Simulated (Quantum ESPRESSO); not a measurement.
Si6GeP, input and log of a self-consistent run

Computed values, not a measurement. The program is pw.x of Quantum ESPRESSO 7.5 (plane-wave density functional theory). The cell is made up: 8 atoms on a zincblende/diamond lattice, with randomly drawn elements, strain and displacements, not relaxed. PseudoDojo standard norm-conserving files (v0.5 for PBE, v0.4.1 for LDA and PBEsol) set the functional; there is no spin polarisation, spin-orbit coupling or dispersion term, and the masses in the input are unused placeholders. A spin-polarised start on this cell or one of its family kept no moment.

Input:

```
&control calculation='scf', pseudo_dir='./dojo.nc.sr.pbe.v0_5.standard.upf', outdir='./o', disk_io='medium', tprnfor=.true., tstress=.true. /
&system ibrav=0, nat=8, ntyp=3, nbnd=32, ecutwfc=77.98206166, nosym=.true., tot_charge=0,
 occupations='smearing', smearing='fd', degauss=0.0073498644
/
&electrons conv_thr=7.350e-09, electron_maxstep=60, /
ATOMIC_SPECIES
Ge 1.0 Ge.upf
P 1.0 P.upf
Si 1.0 Si.upf
CELL_PARAMETERS angstrom
5.5901 -0.005 0.0113
-0.005 5.6193 0.055
0.0113 0.055 5.6529
ATOMIC_POSITIONS angstrom
Si -0.022 -0.0959 -0.0556
Si -0.0072 2.8062 2.8548
Si 2.8696 0.0363 2.7813
Ge 2.769 2.7946 0.096
Si 1.3176 1.3945 1.3753
Si 1.4312 4.2494 4.2612
Si 4.159 1.3997 4.2994
P 4.2061 4.2532 1.4102
K_POINTS automatic
6 6 6 1 1 1
```

The log is shortened where brackets say so; the opening notice, blank lines, dates and the lines on written files are dropped, and the path of the files is cut. It prints rydbergs, bohrs and kilobars, and counts compression as positive stress.

```
     Program PWSCF v.7.5
     Parallel version (MPI & OpenMP), running on       1 processor cores
     Number of MPI processes:                 1
     Threads/MPI process:                     1
     [start-up lines left out]
     bravais-lattice index     =            0
     lattice parameter (alat)  =      10.5638  a.u.
     unit-cell volume          =    1198.1915 (a.u.)^3
     number of atoms/cell      =            8
     number of atomic types    =            3
     number of electrons       =        43.00
     number of Kohn-Sham states=           32
     kinetic-energy cutoff     =      77.9821  Ry
     charge density cutoff     =     311.9282  Ry
     scf convergence threshold =      7.3E-09
     mixing beta               =       0.7000
     number of iterations used =            8  plain     mixing
     Exchange-correlation= PBE
                           (   1   4   3   4   0   0   0)
     [axes and pseudopotential details left out]
   Cartesian axes
     site n.     atom                  positions (alat units)
         1        Si     tau(   1) = (  -0.0039355  -0.0171553  -0.0099461  )
         2        Si     tau(   2) = (  -0.0012880   0.5019934   0.5106873  )
         3        Si     tau(   3) = (   0.5133348   0.0064936   0.4975391  )
         4        Ge     tau(   4) = (   0.4953388   0.4999183   0.0171732  )
         5        Si     tau(   5) = (   0.2357018   0.2494583   0.2460236  )
         6        Si     tau(   6) = (   0.2560234   0.7601634   0.7622743  )
         7        Si     tau(   7) = (   0.7439920   0.2503885   0.7691078  )
         8        P      tau(   8) = (   0.7524176   0.7608432   0.2522668  )
     number of k points=   108  Fermi-Dirac smearing, width (Ry)=  0.0073
     Number of k-points >= 100: set verbosity='high' to print them.
     Dense  grid:   111447 G-vectors     FFT dimensions: (  60,  60,  64)
     Estimated max dynamical RAM per process >     138.11 MB
     Initial potential from superposition of free atoms
     starting charge      42.9954, renormalised to      43.0000
     Starting wfcs are   37 randomized atomic wfcs
     total cpu time spent up to now is       24.3 secs
     per-process dynamical memory:    87.9 Mb
     Self-consistent Calculation
     iteration #  1     ecut=    77.98 Ry     beta= 0.70
     Davidson diagonalization with overlap
     ethr =  1.00E-02,  avg # of iterations =  4.0
     Threshold (ethr) on eigenvalues was too large:
     Diagonalizing with lowered threshold
     Davidson diagonalization with overlap
     ethr =  3.59E-04,  avg # of iterations =  5.9
     total cpu time spent up to now is      175.1 secs
     total energy              =    -243.19581839 Ry
     estimated scf accuracy    <       0.17113625 Ry
     iteration #  2     ecut=    77.98 Ry     beta= 0.70
     Davidson diagonalization with overlap
     ethr =  3.98E-04,  avg # of iterations =  2.0
     total cpu time spent up to now is      226.2 secs
     total energy              =    -243.19984381 Ry
     estimated scf accuracy    <       0.02378652 Ry
     iteration #  3     ecut=    77.98 Ry     beta= 0.70
     Davidson diagonalization with overlap
     ethr =  5.53E-05,  avg # of iterations =  5.2
     total cpu time spent up to now is      304.4 secs
     total energy              =    -243.20330334 Ry
     estimated scf accuracy    <       0.02335123 Ry
     iteration #  4     ecut=    77.98 Ry     beta= 0.70
     Davidson diagonalization with overlap
     ethr =  5.43E-05,  avg # of iterations =  2.6
     total cpu time spent up to now is      360.9 secs
     total energy              =    -243.20803288 Ry
     estimated scf accuracy    <       0.00048604 Ry
     iteration #  5     ecut=    77.98 Ry     beta= 0.70
     Davidson diagonalization with overlap
     c_bands:  1 eigenvalues not converged
     c_bands:  1 eigenvalues not converged
     c_bands:  1 eigenvalues not converged
     c_bands:  1 eigenvalues not converged
     c_bands:  1 eigenvalues not converged
     c_bands:  1 eigenvalues not converged
     c_bands:  1 eigenvalues not converged
     ethr =  1.13E-06,  avg # of iterations = 11.5
     total cpu time spent up to now is      449.5 secs
     total energy              =    -243.20817865 Ry
     estimated scf accuracy    <       0.00005961 Ry
     iteration #  6     ecut=    77.98 Ry     beta= 0.70
     Davidson diagonalization with overlap
     ethr =  1.39E-07,  avg # of iterations =  2.4
     total cpu time spent up to now is      510.0 secs
     total energy              =    -243.20819276 Ry
     estimated scf accuracy    <       0.00001876 Ry
     iteration #  7     ecut=    77.98 Ry     beta= 0.70
     Davidson diagonalization with overlap
     ethr =  4.36E-08,  avg # of iterations =  2.0
     total cpu time spent up to now is      561.5 secs
     total energy              =    -243.20819637 Ry
     estimated scf accuracy    <       0.00000014 Ry
     iteration #  8     ecut=    77.98 Ry     beta= 0.70
     Davidson diagonalization with overlap
     ethr =  3.28E-10,  avg # of iterations =  4.8
     total cpu time spent up to now is      630.3 secs
     total energy              =    -243.20819651 Ry
     estimated scf accuracy    <       0.00000012 Ry
     iteration #  9     ecut=    77.98 Ry     beta= 0.70
     Davidson diagonalization with overlap
     ethr =  2.77E-10,  avg # of iterations =  2.0
     total cpu time spent up to now is      681.4 secs
     total energy              =    -243.20819653 Ry
     estimated scf accuracy    <       0.00000002 Ry
     iteration # 10     ecut=    77.98 Ry     beta= 0.70
     Davidson diagonalization with overlap
     ethr =  3.71E-11,  avg # of iterations =  2.0
     total cpu time spent up to now is      732.9 secs
     End of self-consistent calculation
     Number of k-points >= 100: set verbosity='high' to print the bands.
     the Fermi energy is     6.7174 ev
!    total energy              =    -243.20819653 Ry
     estimated scf accuracy    <          7.8E-10 Ry
     smearing contrib. (-TS)   =      -0.00621599 Ry
     internal energy E=F+TS    =    -243.20198054 Ry
     The total energy is F=E-TS. E is the sum of the following terms:
     one-electron contribution =    -121.67819241 Ry
     hartree contribution      =      81.15727730 Ry
     xc contribution           =     -65.87329541 Ry
     ewald contribution        =    -136.80777002 Ry
     convergence has been achieved in  10 iterations
     Forces acting on atoms (cartesian axes, Ry/au):
     atom    1 type  3   force =     0.01577116    0.02798524   -0.00348457
     atom    2 type  3   force =     0.00465926    0.00099563    0.00839664
     atom    3 type  3   force =    -0.02807431    0.00670863    0.00598167
     atom    4 type  1   force =     0.00013144   -0.00416313   -0.02992754
     atom    5 type  3   force =    -0.00391604   -0.02530742    0.02696517
     atom    6 type  3   force =    -0.00612517   -0.00092252   -0.02175744
     atom    7 type  3   force =     0.01119282    0.00268976   -0.01762238
     atom    8 type  2   force =     0.00636083   -0.00798621    0.03144847
     Total force =     0.079688     Total SCF correction =     0.000111
     Computing stress (Cartesian axis) and pressure
          total   stress  (Ry/bohr**3)                   (kbar)     P=      -53.38
  -0.00035037   0.00005386  -0.00004604          -51.54        7.92       -6.77
   0.00005386  -0.00035019  -0.00003367            7.92      -51.51       -4.95
  -0.00004604  -0.00003367  -0.00038812           -6.77       -4.95      -57.10
     init_run     :     20.58s CPU     24.20s WALL (       1 calls)
     electrons    :    650.26s CPU    708.66s WALL (       1 calls)
     forces       :     13.64s CPU     13.76s WALL (       1 calls)
     stress       :     43.61s CPU     43.74s WALL (       1 calls)
     [timing details left out]
     PWSCF        :  12m 8.37s CPU  13m13.02s WALL
     JOB DONE.
```

In other units: free energy -3309.016 eV for the cell, pressure -5.34 GPa, largest force component 0.809 eV/Å. A rerun of a related cell, with the same atoms placed differently, at 1347 eV and a 8 x 8 x 8 mesh moved values by no more than 0.002 eV in energy, 0.03 GPa in stress and 0.009 eV/Å in force.